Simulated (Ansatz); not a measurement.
P2W:
```
CELL_PARAMETERS angstrom
      4.20805     1.56694     0.00000
     -4.20805     1.56694     0.00000
     -3.61747     0.00000     6.46666
ATOMIC_POSITIONS crystal
  P  0.13865 0.86135 0.02491
  P  0.86135 0.13865 0.97509
  P  0.39878 0.60122 0.60051
  P  0.60122 0.39878 0.39949
  W  0.84233 0.15767 0.29385
  W  0.15767 0.84233 0.70615
```

Relaxed with LDA. Special points in fractions of this cell's reciprocal vectors: Γ (0.000, 0.000, 0.000); C (0.296, 0.296, 0.000); C2 (-0.296, 0.704, 0.000); Y2 (-0.500, 0.500, 0.000); M2 (-0.500, 0.500, 0.500); D (-0.270, 0.730, 0.500); D2 (0.270, 0.270, 0.500); A (0.000, 0.000, 0.500); L2 (0.000, 0.500, 0.500); V2 (0.000, 0.500, 0.000).

Problem. List the band energies nearest the Fermi level at these points for LDA (plane waves, PAW; program Ansatz).

Solution. In eV from the Fermi level; about four levels below and three above (degenerate sets whole), none deeper than 8.9 eV; points with the same levels are listed once.

| k | below | above |
|---|---|---|
| Γ | -2.34 -2.21 -1.82 -0.33 | 0.47 1.14 1.82 |
| C | -2.98 -2.77 -2.36 -0.32 | 0.10 1.21 1.86 |
| Y2 | -1.16 -1.04 -0.45 -0.29 | 1.56 2.03 2.05 |
| M2 | -1.95 -1.94 -0.98 -0.47 | 0.65 1.18 1.28 |
| D | -3.38 -2.73 -2.30 -0.38 | 1.05 1.38 2.24 |
| A | -3.02 -1.50 -1.42 -1.06 | 1.50 1.82 2.15 |
| L2 | -3.09 -2.70 -1.81 -0.96 | 0.74 1.44 2.25 |
| V2 | -3.72 -3.57 -2.90 -1.94 | 0.36 1.68 1.77 |

Space group C2/m. The workflow started from a Materials Project entry (that database holds measured and hypothetical structures alike); the Crystallography Open Database files this formula in space group No. 12, but the cells were not matched. Whether it is the stable phase at ambient conditions was not checked. The cell was relaxed with LDA under the symmetry of its start; whether a distortion lowers the energy is not shown. The run is not spin-polarised. Spin–orbit coupling is left out wherever it is not named.

Potentials: the later of the program's two PAW sets.
